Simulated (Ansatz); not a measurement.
An Ansatz input and the part of its output that reports the observables at the nuclei.

The cell is an entry of the Crystallography Open Database (COD) whose atoms were relaxed with PBE, the cell held.

```yaml
crystal:
  lattice:
    - [8.59, 0.0, 0.0]
    - [0.0, 4.898, 0.0]
    - [-1.0886109104, 0.0, 11.9780331042]
  atoms:
    - { symbol: Cu, position: [0.2393753486, 0.245667059, 0.0348431251] }
    - { symbol: Cu, position: [0.7606246514, 0.745667059, 0.4651568749] }
    - { symbol: Cu, position: [0.7606246514, 0.754332941, 0.9651568749] }
    - { symbol: Cu, position: [0.2393753486, 0.254332941, 0.5348431251] }
    - { symbol: H, position: [0.8940534699, 0.1241084993, 0.2931608708] }
    - { symbol: H, position: [0.1059465301, 0.6241084993, 0.2068391292] }
    - { symbol: H, position: [0.1059465301, 0.8758915007, 0.7068391292] }
    - { symbol: H, position: [0.8940534699, 0.3758915007, 0.7931608708] }
    - { symbol: C, position: [0.3994548191, 0.0996242858, 0.11721768] }
    - { symbol: C, position: [0.6005451809, 0.5996242858, 0.38278232] }
    - { symbol: C, position: [0.6005451809, 0.9003757142, 0.88278232] }
    - { symbol: C, position: [0.3994548191, 0.4003757142, 0.61721768] }
    - { symbol: S, position: [0.8841015928, 0.2454955604, 0.1210879798] }
    - { symbol: S, position: [0.1158984072, 0.7454955604, 0.3789120202] }
    - { symbol: S, position: [0.1158984072, 0.7545044396, 0.8789120202] }
    - { symbol: S, position: [0.8841015928, 0.2545044396, 0.6210879798] }
    - { symbol: O, position: [0.0416622248, 0.3741070547, 0.1222279977] }
    - { symbol: O, position: [0.9583377752, 0.8741070547, 0.3777720023] }
    - { symbol: O, position: [0.9583377752, 0.6258929453, 0.8777720023] }
    - { symbol: O, position: [0.0416622248, 0.1258929453, 0.6222279977] }
    - { symbol: O, position: [0.8349843631, 0.263863296, 0.2437508114] }
    - { symbol: O, position: [0.1650156369, 0.763863296, 0.2562491886] }
    - { symbol: O, position: [0.1650156369, 0.736136704, 0.7562491886] }
    - { symbol: O, position: [0.8349843631, 0.236136704, 0.7437508114] }
    - { symbol: O, position: [0.7613764006, 0.3975774332, 0.0544256186] }
    - { symbol: O, position: [0.2386235994, 0.8975774332, 0.4455743814] }
    - { symbol: O, position: [0.2386235994, 0.6024225668, 0.9455743814] }
    - { symbol: O, position: [0.7613764006, 0.1024225668, 0.5544256186] }
    - { symbol: O, position: [0.5003050644, 0.9896999734, 0.1672888066] }
    - { symbol: O, position: [0.4996949356, 0.4896999734, 0.3327111934] }
    - { symbol: O, position: [0.4996949356, 0.0103000266, 0.8327111934] }
    - { symbol: O, position: [0.5003050644, 0.5103000266, 0.6672888066] }
    - { symbol: O, position: [0.8909113087, 0.9543678869, 0.0912744195] }
    - { symbol: O, position: [0.1090886913, 0.4543678869, 0.4087255805] }
    - { symbol: O, position: [0.1090886913, 0.0456321131, 0.9087255805] }
    - { symbol: O, position: [0.8909113087, 0.5456321131, 0.5912744195] }
kpoints:
  mp_grid: { grid: [3, 5, 2] }
scf:
  occupations: { method: fermi_dirac, width: 0.02 }
hamiltonian:
  xc: r2scan
  pseudopotentials: { kind: paw }
output:
  forces: true
  stress: true
  populations: true
  efg:
    quadrupole_moments_barn: { Cu: -0.22, H: 0.00285783, S: -0.0694, O: -0.02558 }
    contact_densities: true
  write_density: true
  write_potential: true
  elf: true
  volumetric_format: npy
```

```sh
ansatz run input.yaml --threads 1 --pin off --max-ram 3072MiB --backend cpu --events-out ev --progress --plain --runs-dir out
```

Of the output, the block on the nuclei alone is shown; the set-up, the SCF iterations, energies, forces and stress are cut. One atom of each set with nearly equal values is shown.

```
--- PAW observables at the nuclei: V_zz in 10²¹ V/m², potentials from the cell's mean, atoms counted from 1 ---
  atom   1  Cu V_zz =    -3.457530   η = 0.5270   by run symmetry: allowed   C_q = +18.3926 MHz
            electrostatic potential = -3750.032395 V   contact ρ = 147408.067171 e/Å³
  atom   5  H  V_zz =    +2.523932   η = 0.1899   by run symmetry: allowed   C_q = +0.1744 MHz
            electrostatic potential = -33.891498 V   contact ρ = 2.560083 e/Å³
  atom   9  C  V_zz =    -7.243805   η = 0.0208   by run symmetry: allowed
            electrostatic potential = -407.439715 V   contact ρ = 870.531123 e/Å³
  atom  13  S  V_zz =    +3.631292   η = 0.3619   by run symmetry: allowed   C_q = -6.0936 MHz
            electrostatic potential = -1620.394576 V   contact ρ = 19725.780699 e/Å³
  atom  17  O  V_zz =   +14.546132   η = 0.2664   by run symmetry: allowed   C_q = -8.9971 MHz
            electrostatic potential = -616.629567 V   contact ρ = 2152.821734 e/Å³
  atom  21  O  V_zz =   +15.384657   η = 0.9093   by run symmetry: allowed   C_q = -9.5157 MHz
            electrostatic potential = -615.942109 V   contact ρ = 2152.239710 e/Å³
  atom  25  O  V_zz =   +14.462587   η = 0.0669   by run symmetry: allowed   C_q = -8.9454 MHz
            electrostatic potential = -616.732059 V   contact ρ = 2152.900829 e/Å³
  atom  29  O  V_zz =    -3.505857   η = 0.1438   by run symmetry: allowed   C_q = +2.1684 MHz
            electrostatic potential = -615.086154 V   contact ρ = 2155.816339 e/Å³
  atom  33  O  V_zz =   +14.201710   η = 0.1993   by run symmetry: allowed   C_q = -8.7841 MHz
            electrostatic potential = -616.779249 V   contact ρ = 2153.133510 e/Å³
```

The run took 1.8 min of wall time (1.8 min of CPU time) and 2.2 GiB at its peak, on 1 thread of Intel Xeon 6975P-C (Granite Rapids) (x86_64; 48 cores open to the job, memory cap 3.0 GiB, no GPU), a shared host with a load of 0.5 a core.

The largest force is 0.9 eV/Å, so the atoms aren't at the calculated equilibrium and relaxing them would move these values. The entry's hydrogen positions were far off; the other atoms hardly move on relaxation.
